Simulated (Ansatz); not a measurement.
LiBr (rock salt): values from a third-order Birch-Murnaghan fit to a volume scan beside measured ones. Computed values: PBEsol (plane waves to 420 eV, PAW, scalar-relativistic; Ansatz, an electronic-structure program). LiBr was relaxed with its symmetry unable to fall.

```
quantity                reference                                     kind
----------------------  ---------  ---------------------------------------
Lattice constant a (Å)      5.459  measured at or taken to low temperature
Bulk modulus B₀ (GPa)        26.3  measured at or taken to low temperature
```

References as given in: Klaus Doll, Hermann Stoll, Physical review. B, Condensed matter (1998), arXiv:cond-mat/9801031.

**Question.** What does PBEsol give, and how far is that from the reference?

**Answer.** 
```tsv
quantity	PBEsol	difference
Lattice constant a (Å)	5.411	-0.9 %
Bulk modulus B₀ (GPa)	28.8	+9.6 %
```

PBEsol underestimates the lattice constant a by 0.9 %. PBEsol overestimates the bulk modulus B₀ by 9.6 %.

(Under strain, the slope of the energy per volume gives the stress and its curvature an elastic modulus.)
